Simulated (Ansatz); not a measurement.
The cell below belongs to a search over invented structures; it isn't taken from experiment.

Input and command of a plane-wave DFT calculation in Ansatz:

```yaml
crystal:
  lattice:
    - [2.9982148771, 0.0, 0.0]
    - [-1.4991074386, 2.5965302496, 0.0]
    - [0.0, 0.0, 13.219894178]
  atoms:
    - { symbol: Zn, position: [0.3333333333, 0.6666666667, 0.2309938268] }
    - { symbol: Zn, position: [0.0, 0.0, 0.010933039] }
    - { symbol: Zn, position: [0.0, 0.0, 0.3790547089] }
    - { symbol: Zn, position: [0.3333333333, 0.6666666667, 0.5326028874] }
    - { symbol: Zn, position: [0.0, 0.0, 0.6887364265] }
    - { symbol: Zn, position: [0.3333333333, 0.6666666667, 0.8470482917] }
    - { symbol: O, position: [0.3333333333, 0.6666666667, 0.0856308196] }
basis:
  ecutwfc: 500
kpoints:
  mp_grid: { grid: [12, 12, 4] }
hamiltonian:
  xc: r2scan
scf:
  occupations: { method: gaussian, width: 0.1 }
output:
  forces: true
  stress: true
  eigenvalues: true
```

```bash
ansatz run input.yaml --threads 1 --pin off --max-ram 2560MiB --backend cpu --events-out ev --progress --plain --runs-dir out
```

Processor: Intel(R) Xeon(R) 6975P-C (Granite Rapids), 1 thread, on a host shared with other jobs.

Q: How long does it run, and how much memory does it take?

A: About 92 s, peak memory 0.76 GiB. It solves 47 bands at 69 k points (after reduction by symmetry) with about 2653 plane waves, in 14 SCF iterations.
